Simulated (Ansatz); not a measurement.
Crystals of one structure type (rock salt) and one family of elements, relaxed and computed with plane-wave PAW HSE06 (Ansatz code).

```tsv
crystal	V (Å³/atom)	gap (eV)
LiF	8.06	11.52
LiCl	16.72	7.78
KF	19.35	8.10
KCl	31.93	?
NaI	34.15	4.65
KBr	37.02	5.52
KI	45.57	4.88
```

Fit a straight line to E_g against V and predict the withheld value.

Least squares on the 6 shown rows: E_g = -0.170 × V + (11.633), with a scatter of 0.92. For KCl this gives 6.20. The run itself gave 6.41, within the scatter.

All cells were relaxed under the symmetry of their starts (and spin orders); stability against distortions was not tested throughout. Scalar-relativistic: spin–orbit coupling is off unless named, which matters more the heavier the elements.

Potentials: the later of the program's two PAW sets.
